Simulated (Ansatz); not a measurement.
## Run on EuHg2 (P6/mmm) — total moment held at 0 μB

The calculation used DFT, LDA, all-electron LAPW, scalar-relativistic in Ansatz.

Command: `ansatz run input.yaml --threads 2 --pin off --max-ram 6144MiB --backend cpu --events-out ev --progress --plain --runs-dir out`

```yaml
crystal:
  lattice:
    - [4.97, 0.0, 0.0]
    - [-2.485, 4.3041462568, 0.0]
    - [0.0, 0.0, 3.705]
  atoms:
    - { symbol: Eu, position: [0.0, 0.0, 0.0] }
    - { symbol: Hg, position: [0.3333333333, 0.6666666667, 0.5] }
    - { symbol: Hg, position: [0.6666666667, 0.3333333333, 0.5] }
magnetization:
  spin_polarized: true
  initial_magnetization: 0.0
  spin_locking: { lock_magnetization: hard }
kpoints:
  mp_grid: { grid: [6, 6, 7] }
scf:
  occupations: { method: fermi_dirac, width: 0.05 }
hamiltonian:
  xc: lda
  pseudopotentials: { kind: all_electron, lapw: { basis_error: 0.001 } }
output:
  forces: true
  stress: true
  eigenvalues: false
```

Output:

```
settings of this run that can trade accuracy for cost: output.eigenvalues: false. Do not mix this run's numbers with those of runs without the same settings; the input reference describes each key
LAPW: plane waves up to 8.129 Å⁻¹, error target 1.0e-3 eV per atom; small_component_spin mean_spin; Eu in spheres of 1.587 Å, 33 of its electrons in bands, Dirac shells []; Hg in spheres of 1.435 Å, 44 of its electrons in bands, Dirac shells [] (how accurate: hamiltonian.pseudopotentials.lapw.basis_error, Limitations)
Engine: ansatz 0.2.0
Pseudopotentials: kind: all_electron
Pseudopotential: Eu, LAPW, valence charge 33, lapw/all_electron/scalar/gaussian/Eu, Koelling and Harmon's equation, gaussian nucleus
Pseudopotential: Hg, LAPW, valence charge 44, lapw/all_electron/scalar/gaussian/Hg, Koelling and Harmon's equation, gaussian nucleus
Functional definition: SPW92
  exchange = slater_x
  correlation = pw_c
Crystal: 3 atoms, lattice volume = 79.256 Å³
Basis set: ecut = 251.79504398882455 eV, 717 PW (Γ), exchange–correlation at level 2
Bands: 73, of which v1, the nominal top of the filled ones, is band 61 counted from 1 (60 counted from 0)
Symmetry: 24 space group operations
Space group: P6/mmm (ITA 191), of the structure as read, at distance tolerance 4.3e-5 Å
k-points: 28 of 252
Non-local potential: Eu, projectors of the file, none
Non-local potential: Hg, projectors of the file, none
Initial density: superposition of atomic densities (chi_scale 0.1, normalization cell)
Initial wavefunctions: plane waves of lowest kinetic energy (no species holds an atomic orbital)
Functional: x = slater, c = lda
iter 1 solved again at ethr=5.89e-3 eV; its pass at ethr=1.00e-1 eV (dr2=7.12e0 eV) is discarded
SCF iter   1: F=—  HF=-1361947.344916 eV  |F-HF|=—  |Δ(HF+E_count)|=         —  Δρ=3.28e-2 (↑3.28e-2 ↓3.28e-2)  dr2=7.13e0  dr2_m=0.00e0  M=0.000 μB ∫|m|=0.000 μB  β_m=0.30  ethr=5.89e-3  ⟨swp⟩=2.0  Hψ=11892  notcnv=0
preconditioner: auto → none  [metal: Δε(μ)=0.013 eV  Ē_g=10.485 eV  σ=0.050 eV  W_gap=0.06  n_scr=32 (ndim 8)  ℏωp=26.0 eV  f_vac=0.151  D(μ)=30.36/eV (n_scr^D=776)  sad-step TF]
SCF iter   2: F=—  HF=-1362028.108802 eV  |F-HF|=—  |Δ(HF+E_count)|=    8.08e1  Δρ=1.11e-1 (↑1.11e-1 ↓1.11e-1)  dr2=1.25e2  dr2_m=0.00e0  M=0.000 μB ∫|m|=0.000 μB  β_m=0.16  ethr=5.89e-3  ⟨swp⟩=2.6  Hψ=5662  notcnv=0  recentre
preconditioner: auto → Kerker (q_TF=auto, 2.928 Å⁻¹)  [metal: Δε(μ)=0.021 eV  Ē_g=12.937 eV  σ=0.050 eV  W_gap=0.11  n_scr=32 (ndim 8)  ℏωp=26.0 eV  f_vac=0.104  D(μ)=8.03/eV (n_scr^D=118)]
spin=Collinear: Kerker preconditioning applied to the charge; magnetization (m = ρ↑ − ρ↓) channel mixes plain (no charge-response kernel on spin).
SCF iter   3: F=—  HF=-1361944.874744 eV  |F-HF|=—  |Δ(HF+E_count)|=    8.32e1  Δρ=2.05e-2 (↑2.05e-2 ↓2.05e-2)  dr2=3.91e0  dr2_m=0.00e0  M=0.000 μB ∫|m|=0.000 μB  β_m=0.17  ethr=5.89e-3  ⟨swp⟩=2.3  Hψ=5469  notcnv=0
[...]
the basis was enlarged: its passes take 992.5 KiB over the memory plan, 2 of 2 planned eigensolver slots
[...]
SCF 1 converged in 24 iterations: F = -1361943.625057 eV  dr2 = 5.46e-9
Following the negative reading down, search 1: the free energy F (with its fill's electron-count term) along its direction. At the converged state itself: F - F(close) = -6.985e-10 eV
  point 1 (+, 4.0e-4 eV away): F - F(close) = -1.091e-3 eV
  point 2 (+, 1.6e-3 eV away): F - F(close) = -4.344e-3 eV
  point 3 (+, 6.4e-3 eV away): F - F(close) = -1.706e-2 eV
  point 4 (+, 2.6e-2 eV away): F - F(close) = -6.351e-2 eV
  point 5 (+, 1.0e-1 eV away): F - F(close) = -1.990e-1 eV
  point 6 (+, 4.1e-1 eV away): F - F(close) = -4.443e-1 eV
  point 7 (+, 1.6e0 eV away): F - F(close) = -7.161e-1 eV
  point 8 (+, 6.6e0 eV away): F - F(close) = -9.173e-1 eV
  point 9 (+, 2.6e1 eV away): F - F(close) = -9.669e-1 eV
Initial density: handed on by an earlier stage of this run
Initial wavefunctions: those handed on with the density
[...]
the basis was enlarged: its passes take 1.6 MiB over the memory plan, 2 of 2 planned eigensolver slots
[...]
SCF 2 converged in 28 iterations: F = -1361944.786117 eV  dr2 = 4.31e-10
The result is that of the SCF that stage 1 started: 1.2 eV lower in free energy than the state whose close was followed first; 24 iterations were spent on what was left
Symmetry: 8 space group operations
k-points: 52 of 252
Initial density: read from a saved state, or passed on in memory by an earlier SCF of this step, an earlier step, the calling program or the single point that the run made first
Initial wavefunctions: those read from a saved state, or passed on in memory by an earlier step or the calling program
[...]
the basis was enlarged: its passes take 2.6 MiB over the memory plan, 2 of 2 planned eigensolver slots
[...]
the basis was enlarged: its passes take 2.9 MiB over the memory plan, 2 of 2 planned eigensolver slots
[...]
SCF 3 converged in 10 iterations: F = -1361944.833646 eV  dr2 = 4.61e-11
[...]
the basis was enlarged: its passes take 2.9 MiB over the memory plan, 2 of 2 planned eigensolver slots
[...]
SCF 4 converged in 2 iterations: F = -1361944.833646 eV  dr2 = 3.93e-12
Symmetry: 4 space group operations
k-points: 76 of 252
[...]
the basis was enlarged: its passes take 2.9 MiB over the memory plan, 2 of 2 planned eigensolver slots
[...]
SCF 5 converged in 10 iterations: F = -1361944.841051 eV  dr2 = 1.79e-9
iter 1 solved again at ethr=5.95e-11 eV; its pass at ethr=1.00e-1 eV (dr2=7.20e-8 eV) is discarded
SCF iter   1: F=—  HF=-1361944.841051 eV  |F-HF|=—  |Δ(HF+E_count)|=         —  Δρ=9.85e-7 (↑9.85e-7 ↓7.32e-7)  dr2=1.80e-9  dr2_m=2.24e-10  M=-0.000 μB ∫|m|=3.402 μB  β_m=0.30  ethr=5.95e-11  ⟨swp⟩=5.9  Hψ=66717  notcnv=0  reapply=1
the basis was enlarged: its passes take 2.9 MiB over the memory plan, 2 of 2 planned eigensolver slots
preconditioner: auto → Kerker (q_TF=auto, 2.928 Å⁻¹)  [metal: Δε(μ)=0.011 eV  Ē_g=10.623 eV  σ=0.050 eV  W_gap=0.05  n_scr=32 (ndim 8)  ℏωp=26.0 eV  f_vac=0.123  D(μ)=5.02/eV (n_scr^D=56)]
spin=Collinear: Kerker preconditioning applied to the charge; magnetization (m = ρ↑ − ρ↓) channel mixes plain (no charge-response kernel on spin).
SCF iter   2: F=—  HF=-1361944.841051 eV  |F-HF|=—  |Δ(HF+E_count)|=   9.31e-9  Δρ=4.43e-6 (↑4.43e-6 ↓1.33e-6)  dr2=7.81e-8  dr2_m=1.91e-9  M=-0.000 μB ∫|m|=3.403 μB  β_m=0.30  ethr=1.60e-11 (applied; sched 1.49e-12)  ⟨swp⟩=2.0  Hψ=33026  notcnv=0
SCF iter   3: F=—  HF=-1361944.841051 eV  |F-HF|=—  |Δ(HF+E_count)|=    0.00e0  Δρ=2.92e-6 (↑2.92e-6 ↓7.36e-7)  dr2=2.50e-8  dr2_m=1.12e-9  M=-0.000 μB ∫|m|=3.402 μB  β_m=0.22  ethr=1.60e-11 (applied; sched 1.49e-12)  ⟨swp⟩=2.0  Hψ=33026  notcnv=0
SCF iter   4: F=-1361944.841051 eV  HF=-1361944.841051 eV  |F-HF|=1.00e-8  |Δ(HF+E_count)|=   1.56e-8  Δρ=7.24e-7 (↑7.24e-7 ↓3.93e-7)  dr2=1.02e-9  dr2_m=1.20e-10  M=-0.000 μB ∫|m|=3.402 μB  ethr=1.60e-11 (applied; sched 1.49e-12)  ⟨swp⟩=2.0  Hψ=33026  notcnv=0
SCF 6 converged in 4 iterations: F = -1361944.841051 eV  dr2 = 1.02e-9
SCF converged after 4 iterations
Stability not told: the SCF's own minimisation came to no verdict on its close; the lowest value that the minimisation read is 5.8e-3 (residual 1.1e-3): no lower mode is shown, and none is ruled out
Magnetization: -0.0000 μB (60.5000 up, 60.5000 down)
Absolute magnetization: 3.4023 μB (∫|ρ↑−ρ↓|)
Spin contamination: 3.3666 ħ² per cell (⟨S²⟩ above its minimum at these occupations)
Per-site moments (μB) at R_I (Å): [(0.5099517803523561, 1.5865647008049657), (-0.0944334001934024, 1.4347153975558509), (-0.0944334001934024, 1.4347153975558509)]
Free energy (F): -1361944.841051 eV
Harris-Foulkes:  -1361944.841051 eV  (|F-HF|=1.00e-8)
Internal energy: -1361944.796616 eV  (E = F + TS)
E sigma→0 (E₀):  -1361944.818834 eV
Entropy (-TS):   -0.044435 eV (-14.812 meV/atom)
Fermi energy:    16.595791 (↑ 16.318350, ↓ 16.873233) eV
--- Per-component energies (eV) ---
  E_band       = -11955.562314
  E_kinetic    = 1540028.177808
  E_xc         = -26095.061749
  E_electrostatic = -2875877.912675  (all electrons and nuclei)
  E_smearing   = -0.044435  (= −TS)
  E_closure    = 0.000000  (closes the sum)
  E_atoms      = -1361936.283627  (free atoms, spherical and without spin; not in F)
  Σ components = -1361944.841051   (vs F -1361944.841051, Δ=0.00e0)
  Basis errors (estimates in eV, not in F): energy 2.5e-4 per atom: plane waves 2.3e-4 (1.2e-4 summed), levels above the bands 1.3e-65, relativity 5.6e-9, radial functions 2.2e-5, core shells 2.9e-7; eigenvalues (radial functions only) 3.4e-6; not estimated: angular momenta, meshes, grids; target (lapw.basis_error) 1.0e-3; muffin-tin radii Eu 1.587 Å, Hg 1.435 Å
--- Forces (eV/Å), atoms counted from 1 ---
  atom   1  Eu     0.00000000     0.00000000     0.00000000
  atom   2  Hg     0.00472895     0.00273026     0.00204201
  atom   3  Hg    -0.00472895    -0.00273026    -0.00204201
  max |Σ_I F_I| component: 0.00e0 eV/Å
--- Stress (GPa, compression-positive) ---
       -5.957979      -0.026194       0.037775
       -0.026194      -5.927733       0.021810
        0.037775       0.021810      -4.918622
  P = ⅓ Tr σ = -5.6014 GPa (-56.014 kbar)
--- Band table (eV; the first three rows and the last of 152) ---
  k-point 0 ↑: bands = ["-328.7180", "-328.7180", "-328.7147", "-328.7147", "-328.7143", "-328.7143", "-328.6976", "-328.6976", "-328.6976", "-328.6976", "-239.3481", "-238.2480", "-237.5624", "-116.0279", "-115.9948", "-115.5704", "-114.8767", "-114.4471", "-98.8352", "-98.8311", "-76.9093", "-76.9092", "-76.9078", "-76.9077", "-76.9075", "-76.9074", "-76.9018", "-76.9018", "-76.9018", "-76.9018" …
  k-point 1 ↑: bands = ["-328.7180", "-328.7180", "-328.7147", "-328.7147", "-328.7143", "-328.7143", "-328.6976", "-328.6976", "-328.6976", "-328.6976", "-239.3481", "-238.2480", "-237.5624", "-116.0279", "-115.9948", "-115.5704", "-114.8767", "-114.4471", "-98.8352", "-98.8311", "-76.9093", "-76.9092", "-76.9078", "-76.9077", "-76.9075", "-76.9074", "-76.9018", "-76.9018", "-76.9018", "-76.9018" …
  k-point 2 ↑: bands = ["-328.7180", "-328.7180", "-328.7147", "-328.7147", "-328.7143", "-328.7143", "-328.6976", "-328.6976", "-328.6976", "-328.6976", "-239.3481", "-238.2480", "-237.5624", "-116.0279", "-115.9948", "-115.5704", "-114.8767", "-114.4471", "-98.8352", "-98.8311", "-76.9093", "-76.9092", "-76.9078", "-76.9077", "-76.9075", "-76.9074", "-76.9018", "-76.9018", "-76.9018", "-76.9018" …
  k-point 75 ↓: bands = ["-328.7221", "-328.7221", "-328.7184", "-328.7184", "-328.7180", "-328.7180", "-328.7014", "-328.7014", "-328.7013", "-328.7013", "-238.6791", "-237.9169", "-236.9626", "-115.6821", "-115.3584", "-114.8198", "-114.3032", "-114.1428", "-98.8448", "-98.8434", "-76.9140", "-76.9140", "-76.9124", "-76.9124", "-76.9121", "-76.9120", "-76.9062", "-76.9062", "-76.9062", "-76.9061 …
settings of this run that can trade accuracy for cost: output.eigenvalues: false. Do not mix this run's numbers with those of runs without the same settings; the input reference describes each key
```

Site moments (μB): Eu1 0.51, Hg2 -0.09, Hg3 -0.09. Cell moment 0.00 μB.

Without U a semilocal functional puts the f levels too near the Fermi level, which can change moments and the order of magnetic states; site and cell moments are spin moments. Spin–orbit coupling is left out although heavy atoms are present. In at least one run the program's final test of stability wasn't made or came to no verdict. With open f shells a run can end in a state that isn't the lowest. These are results for the start and cell typed. The real compound can order otherwise, in a larger cell, or not at all, since semilocal functionals without spin fluctuations often overstate magnetism; near a collapse of the moment, mesh and smearing move it by tens of per cent.

It took 26 min on 2 threads of Arm Neoverse V2 (shared host), peak memory 3.5 GiB.
